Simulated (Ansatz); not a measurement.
Computed with Ansatz 0.2.0, DFT PBE, scalar-relativistic, plane waves, PAW. All cells share a 420 eV cutoff and Γ-centred k meshes spaced at most about 0.3 Å⁻¹ (about 0.25 or finer for metals, 2π included). No spin polarisation in the final relaxations.

All energies are static (0 K, no zero-point motion). All come from trial cells, and lower structures may exist.

Question: Which of these relaxed structures of MgCd2TeSe2 is the lowest in energy?
A.

```
CELL_PARAMETERS angstrom
5.65767 0.00000 0.00000
0.00000 5.65767 0.00000
0.00000 0.00000 5.67215
ATOMIC_POSITIONS crystal
Mg 0.50000 0.50000 0.50000
Cd 0.00000 0.00000 0.25731
Cd 0.00000 0.00000 0.74269
Te 0.50000 0.50000 0.00000
Se 0.00000 0.50000 0.00000
Se 0.50000 0.00000 0.00000
```

B.

```
CELL_PARAMETERS angstrom
4.08585 0.00000 0.00000
-2.04292 3.53845 0.00000
0.00000 0.00000 10.13963
ATOMIC_POSITIONS crystal
Mg 0.00000 0.00000 0.50000
Cd 0.66667 0.33333 0.81425
Cd 0.33333 0.66667 0.18575
Te 0.00000 0.00000 0.00000
Se 0.66667 0.33333 0.34926
Se 0.33333 0.66667 0.65074
```

C.

```
CELL_PARAMETERS angstrom
4.19327 0.00000 0.00000
-2.09664 3.63148 0.00000
0.00000 0.00000 11.90753
ATOMIC_POSITIONS crystal
Mg 0.00000 0.00000 0.50000
Cd 0.33333 0.66667 0.83102
Cd 0.66667 0.33333 0.16898
Te 0.00000 0.00000 0.00000
Se 0.00000 0.00000 0.70455
Se 0.00000 0.00000 0.29545
```

D.

```
CELL_PARAMETERS angstrom
3.96189 0.00000 0.00000
0.00000 3.96189 0.00000
0.00000 0.00000 12.29308
ATOMIC_POSITIONS crystal
Mg 0.50000 0.50000 0.50000
Cd 0.00000 0.00000 0.24752
Cd 0.00000 0.00000 0.75248
Te 0.00000 0.00000 0.00000
Se 0.50000 0.50000 0.00000
Se 0.00000 0.00000 0.50000
```

Answer: B. It has space group P-3m1 (No. 164); the next, C, with space group P-3m1 (No. 164), lies 0.34 eV/atom higher. The shortest distance is 2.81 Å (Mg–Se) in the lowest and 2.44 Å (Mg–Se) in the next.

Spin–orbit coupling, which can matter for Te, is left out. Cells relaxed within their symmetry can be saddle points. Some structure types and database cells were kept out of the candidates from the start, so a known form may be missing.
